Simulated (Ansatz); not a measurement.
Rb₂ScAgF₆:
```xyz
10
Lattice="0.0000 4.3007 4.3007 4.3007 0.0000 4.3007 4.3007 4.3007 0.0000" Properties=species:S:1:pos:R:3 pbc="T T T"
Rb     6.4511     6.4511     6.4511
Rb     2.1504     2.1504     2.1504
Sc     0.0000     0.0000     0.0000
Ag     4.3007     4.3007     4.3007
F      1.9791     4.3007     4.3007
F      6.6224     4.3007     4.3007
F      4.3007     1.9791     4.3007
F      4.3007     6.6224     4.3007
F      4.3007     4.3007     1.9791
F      4.3007     4.3007     6.6224
```

x, y and z are the axes in which the lattice vectors are written.

Q: Give the high-frequency dielectric tensor and the Born effective charge tensors of the independent atoms from DFPT, DFT-LDA in the program Ansatz with PAW potentials.

A: 
ε∞:
```
2.59  0.00  0.00
0.00  2.59  0.00
0.00  0.00  2.59
```
Z* of atom 1 (Rb), rows: field, columns: displacement, in e:
```
1.27  0.00  0.00
0.00  1.27  0.00
0.00  0.00  1.27
```
Z* of atom 3 (Sc), rows: field, columns: displacement, in e:
```
3.73  0.00  0.00
0.00  3.73  0.00
0.00  0.00  3.73
```
Z* of atom 4 (Ag), rows: field, columns: displacement, in e:
```
1.38  0.00  0.00
0.00  1.38  0.00
0.00  0.00  1.38
```
Z* of atom 5 (F), rows: field, columns: displacement, in e:
```
-2.09   0.00   0.00
 0.00  -0.87   0.00
 0.00   0.00  -0.87
```

Space group Fm-3m. The first step of the workflow began from a Materials Project structure, measured or hypothetical; the Crystallography Open Database copy checked does not list it. Whether it is the stable phase at ambient conditions was not checked. The cell was relaxed with LDA under the symmetry of its start. At this level the phase is dynamically unstable (imaginary phonons). The run is not spin-polarised. Scalar-relativistic: spin–orbit coupling is off unless named, which matters more the heavier the elements.

Potentials: the later of the program's two PAW sets.
